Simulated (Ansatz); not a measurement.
InSb₃: a vibration from a frozen displacement

Theory: Ansatz, DFT PBE+D3(BJ), scalar-relativistic, plane waves, PAW. Settings: plane waves to 420 eV, k-mesh 12×12×12 (Γ-centred), Gaussian smearing 0.15 eV. Spin–orbit coupling is left out, which matters for the heavy elements here. No spin polarisation. Energies are free energies at this smearing, counted from the undisturbed cell; pressure is positive in compression.

The starting cell (relaxed at this level; with this scan's settings it stands at 0.2 GPa; it needn't be the usual structure):

```xyz
4
Lattice="0.0000 3.7279 3.7279 3.7279 0.0000 3.7279 3.7279 3.7279 0.0000" Properties=species:S:1:pos:R:3 pbc="T T T"
In    0.0000    0.0000    0.0000
Sb    1.8640    1.8640    1.8640
Sb    5.5919    5.5919    5.5919
Sb    3.7279    3.7279    3.7279
```

Atom 1 (In) is moved by x along the Cartesian unit vector (0.000, 0.000, 1.000); the cell and all other atoms stay fixed. The cell's volume is 103.62 Å³; the moved atoms weigh 114.818 u together and the others 365.280 u. Some rows repeat others by symmetry and weren't run.

```csv
x (Å),ΔE (meV/cell),total force on the moved atoms along the move (eV/Å),pressure (GPa)
-0.4500,294.73,1.3174,2.0688
-0.3938,225.46,1.1483,1.6319
-0.3375,165.50,0.9821,1.2525
-0.2250,73.48,0.6541,0.6722
-0.1125,18.34,0.3262,0.3282
0.0000,0.00,0.0000,0.2144
0.1125,18.34,-0.3262,0.3282
0.2250,73.48,-0.6541,0.6722
0.3375,165.50,-0.9821,1.2525
0.3938,225.46,-1.1483,1.6319
0.4500,294.73,-1.3174,2.0688
```

**Question.** What frequency belongs to this motion?

**Answer.** The force constant is k = −dF/dx = 2.900 eV/Å², from the parabola through x = -0.1125, 0 and 0.1125. In every cell the moved atoms swing against the rest, so the mass is μ = m₁m₂/(m₁ + m₂) = 87.359 u, and ν̃ = 521.5 cm⁻¹ × √(|k|/μ) = 95 cm⁻¹. The pattern needn't be a normal mode: ν̃² is then a weighted mean of the squared nonzero frequencies at the zone centre of this cell, so it lies between the lowest and the highest of them.

**Question.** How far does the harmonic law reach?

**Answer.** At x = -0.450 Å, kx²/2 = 293.58 meV against the computed 294.73 meV (+0.4 %): the well is still close to harmonic there.

**Question.** The pressure changes with x². What does that say about the frequency under compression?

**Answer.** With E = k(V)x²/2, k ∝ V^(−2γ) and x scaling with the cell as V^(1/3), P − P0 = −∂E/∂V = (2γ − 2/3) ΔE/V. At x = 0.2250 Å, V(P − P0) = 103.62 × 0.45776 / 160.2 eV = 296.04 meV and ΔE = 73.48 meV, so γ = 1/3 + V(P − P0)/(2ΔE) = 2.35. This is the Grüneisen parameter of the motion under uniform scaling of the cell: shrinking the cell evenly by 1 % in volume raises the frequency by about 2.35 %.

In a metal these slopes depend on the k mesh and the smearing.

Cost: 6 runs of about 3.9 core-minutes in all, on Arm Neoverse V2 (shared hosts).